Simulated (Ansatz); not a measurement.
## Field gradients of Cs₆AlSb₃ from run to run

Cell of run 1: an entry of the Crystallography Open Database (COD), taken as it stands.

Space group P2_1/m (No. 11); a = 10.8446, b = 6.5069, c = 12.7074 Å, β = 100.95°.

```csv
site,Wyckoff,site symmetry,x,y,z
Cs1,2e,m,0.6186,0.2500,0.1741
Cs3,2e,m,0.2549,0.2500,0.2831
Cs5,2e,m,0.9576,0.2500,0.4230
Cs7,2e,m,0.5988,0.2500,0.8657
Cs9,2e,m,0.6316,0.2500,0.5190
Cs11,2e,m,0.9475,0.2500,0.0518
Al,2e,m,0.8244,0.7500,0.2209
Sb15,2e,m,0.6883,0.7500,0.3753
Sb17,2e,m,0.0701,0.7500,0.2679
Sb19,2e,m,0.7126,0.7500,0.0188
```

One atom of each set is listed.

Relaxed positions (PBE, cell held):

Cs1 (0.6195, 0.2500, 0.1748)
Cs3 (0.2549, 0.2500, 0.2831)
Cs5 (0.9575, 0.2500, 0.4223)
Cs7 (0.5978, 0.2500, 0.8653)
Cs9 (0.6311, 0.2500, 0.5186)
Cs11 (0.9470, 0.2500, 0.0521)
Al (0.8248, 0.7500, 0.2209)
Sb15 (0.6885, 0.7500, 0.3764)
Sb17 (0.0720, 0.7500, 0.2683)
Sb19 (0.7124, 0.7500, 0.0173)

All runs are DFT with Ansatz 0.2.0 (plane waves and PAW, scalar-relativistic unless spin–orbit coupling is named, Γ-centred meshes, Fermi–Dirac smearing where given) in this cell.

Run 1: PBE, atoms as given; 420 eV, 3×5×3 k-points, smearing 0.02 eV.
Run 2: PBE, atoms relaxed; 420 eV, 3×5×3 k-points, smearing 0.02 eV.
Run 3: r2SCAN, at the relaxed atoms; 500 eV, 3×5×3 k-points, smearing 0.02 eV.

**Question.** What does each run give, and what moves the gradients most?

**Answer.** 

| run | Sb15 V_zz (η) | Sb17 V_zz (η) | Sb19 V_zz (η) |
| --- | --- | --- | --- |
| 1 | 10.62 (0.93) | -13.37 (0.53) | -13.97 (0.81) |
| 2 | 11.36 (0.87) | -13.74 (0.61) | -14.49 (0.89) |
| 3 | 11.98 (0.83) | -14.30 (0.64) | -15.03 (0.91) |

V_zz in 10²¹ V/m²; 3 of the 10 sets of like atoms are followed. Against run 1, the gradient tensors on these sites move by at most 1.02 in run 2 (Sb19), 1.73 in run 3 (Sb19). Taken one at a time, the positions of the atoms (as given or relaxed) move the tensors on these sites by up to 1.02 (largest principal value of the change, on Sb19), the functional (r2SCAN with its higher cutoff) by 0.71 (Sb19).

Without spin–orbit coupling (the program notes it for Sb) the gradients can shift somewhat, as the gap is small. With these PAW files V_zz is typically within 2 to 3 % of all-electron values, but misses above 10 % occur on Sb.
